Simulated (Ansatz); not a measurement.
The start is a relaxed BeNi cell, doubled along one cell vector, shaken by Gaussian noise of σ = 0.08 Å a coordinate. The cell and all atomic positions are relaxed at zero pressure with PBE (plane waves to 420 eV, PAW, scalar-relativistic; Ansatz, an electronic-structure program). First-step values are on the input's coarse k-mesh.

Ansatz input (later rounds restart from its end on a renewed k-mesh):
Ansatz 0.2 input:
```yaml
crystal:
  lattice:
    - [9.4535256181, -0.0000000001, 0]
    - [-2.3633814045, 4.0934966703, 0]
    - [0, 0, 3.4833027326]
  atoms:
    - { symbol: Ni, position: [0.2580329487, -0.0039530897, 0.0176670051] }
    - { symbol: Ni, position: [0.746395394, -0.0119372972, 0.0263486872] }
    - { symbol: Ni, position: [0.2472757301, 0.4803165782, -0.0092382773] }
    - { symbol: Ni, position: [0.762379301, 0.4779315933, -0.0054473699] }
    - { symbol: Ni, position: [-0.0056237738, 0.5225887047, -0.0017430261] }
    - { symbol: Ni, position: [0.5043186367, 0.4782437006, -0.0260071323] }
    - { symbol: Be, position: [-0.006320943, -0.0224445354, 0.0264485672] }
    - { symbol: Be, position: [0.4799033856, -0.0156087752, -0.0024244594] }
    - { symbol: Be, position: [0.1615016135, 0.6584147785, 0.4827360168] }
    - { symbol: Be, position: [0.6743933227, 0.6794830525, 0.473109568] }
    - { symbol: Be, position: [0.3222909795, 0.3067247708, 0.5218406309] }
    - { symbol: Be, position: [0.8377492238, 0.3293893194, 0.4644611887] }
basis: { ecutwfc: 420, ecutrho_ratio: 4, xc_grid: 2, fft_grid_basis: typed }
kpoints: { mp_grid: { grid: [4, 8, 9] } }
hamiltonian:
  xc: pbe
  dispersion: none
  pseudopotentials: { kind: paw }
scf: { occupations: { method: fermi_dirac, width: 0.05 } }
relax: { f_tol: 0.01, max_steps: 100, cell: { stress_tol: 0.02 } }
output: { forces: true, stress: true }
```

Q: What pressure does the first self-consistent step give?

A: +3.4 GPa (positive: the cell is compressed).

Q: Which atoms feel the largest initial force, and how large is it?

A: 4.21 eV/Å, on Ni4 (atoms numbered as listed).

Q: How much energy is released per atom?

A: 0.08 eV/atom.

Q: How do the shortest distances between atoms change?

A: The closest pairs of elements (up to four, under 3.6 Å), start → end: Be–Ni 2.00 → 2.21 Å; Ni–Ni 2.10 → 2.36 Å; Be–Be 2.65 → 2.73 Å.

Q: Is the relaxed structure metallic? Give its gap.

A: Zero (metallic).

Final values are on a 11×11×13 k-mesh of the relaxed cell. No spin polarisation in the result. A magnetic state may lie lower.

The relaxed structure here is a generated cell of BeNi: the first start was made by placing the elements on the sites of a structure type, and the end was not matched to a known phase here, so it may be hypothetical.
